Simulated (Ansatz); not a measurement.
**YBiO$_{2}$F$_{2}$: short molecular dynamics at 800 K**

All numbers below come from DFT PBEsol, scalar-relativistic, plane waves, PAW (Ansatz 0.2.0). Cutoff 420 eV, shifted (0.5, 0.5, 0.5 steps) 2×2×2 k-points, Fermi–Dirac smearing of 0.069 eV. The mesh is coarse. Spin–orbit coupling is left out, which matters for the heavy elements here. No spin polarisation.

18 atoms, starting at 1.02 times the perfect crystal's volume (space group P-4m2, the cell as given, not relaxed at this level); Langevin thermostat at 800 K (friction 0.02 fs⁻¹), fixed cell; 36 steps of 4 fs. The run is short and not equilibrated. The time step is on the long side.

First frame:

```
CELL_PARAMETERS angstrom
-3.95449 -3.95449 0.00000
0.00000 0.00000 5.65200
-3.95449 7.90898 0.00000
ATOMIC_POSITIONS crystal
Y 0.66667 0.00000 0.33333
Y 0.33333 0.00000 0.66667
Y 0.00000 0.00000 0.00000
Bi 0.16667 0.50000 0.33333
Bi 0.83333 0.50000 0.66667
Bi 0.50000 0.50000 0.00000
O 0.50000 0.74563 0.50000
O 0.16667 0.74563 0.83333
O 0.83333 0.74563 0.16667
O 0.33333 0.25437 0.16667
O 0.00000 0.25437 0.50000
O 0.66667 0.25437 0.83333
F 0.50000 0.21962 0.50000
F 0.16667 0.21962 0.83333
F 0.83333 0.21962 0.16667
F 0.33333 0.78038 0.16667
F 0.00000 0.78038 0.50000
F 0.66667 0.78038 0.83333
```

| Quantity | Value |
| --- | --- |
| Mean temperature over the second half | 761 K |
| Mean pressure over the second half (kinetic part included) | -2.4 GPa |
| Mean potential energy above the perfect crystal (as given, at volume ratio 1; besides heat the difference comes from the volume, 2 % larger, and the crystal's own forces of up to 0.16 eV/Å and pressure of -5.4 GPa; its own run had another smearing, without effect beside its gap) | 90 meV/atom |
| Mean-square drift of Bi from first to last step (mean shift of all atoms removed) | 0.05 Å² |
| Mean-square drift of F from first to last step (mean shift of all atoms removed) | 0.07 Å² |
| Mean-square drift of O from first to last step (mean shift of all atoms removed) | 0.12 Å² |
| Mean-square drift of Y from first to last step (mean shift of all atoms removed) | 0.02 Å² |

Pair distribution functions g(r), second half of the run, up to half the cell's height:

```tsv
r (Å)	Bi-F	Bi-O	F-O	F-Y
1.95	0.0	0.0	0.0	0.0
2.05	0.0	0.0	0.0	0.6
2.15	0.0	1.2	0.0	5.1
2.25	1.8	5.6	0.0	9.3
2.35	2.1	8.5	0.3	6.1
2.45	5.5	5.5	0.8	4.1
2.55	3.7	1.6	1.5	0.8
```

Along the run (potential energy from its first value; pressure with the kinetic part):

```tsv
t (fs)	T (K)	ΔE_pot (meV/atom)	P (GPa)
0.0	756	0.0	-6.9
4.0	677	3.5	-6.9
8.0	652	11.4	-6.8
12.0	557	21.9	-6.6
16.0	483	31.6	-6.3
20.0	592	40.0	-5.8
24.0	671	45.5	-5.4
28.0	757	47.6	-5.0
32.0	700	50.7	-4.6
36.0	673	56.3	-4.1
40.0	596	63.6	-3.5
44.0	542	71.3	-2.9
48.0	475	77.1	-2.4
52.0	443	77.9	-2.2
56.0	519	75.6	-2.2
60.0	582	71.9	-2.3
64.0	578	68.4	-2.6
68.0	638	64.3	-2.9
72.0	637	59.8	-3.2
76.0	771	54.7	-3.2
80.0	925	51.4	-3.1
84.0	978	52.2	-2.8
88.0	1123	57.6	-2.3
92.0	913	68.5	-1.9
96.0	869	78.0	-1.6
100.0	771	84.0	-1.6
104.0	688	87.0	-1.7
108.0	714	85.9	-2.0
112.0	624	83.2	-2.4
116.0	652	80.1	-2.6
120.0	743	79.2	-2.6
124.0	621	81.6	-2.7
128.0	668	85.2	-2.6
132.0	740	90.3	-2.4
136.0	763	96.6	-2.3
140.0	693	103.3	-2.3
144.0	572	108.4	-2.3
```

Cost: 1 run of about 14 core-minutes (earlier runs that led there not counted), on Arm Neoverse N1 (shared hosts).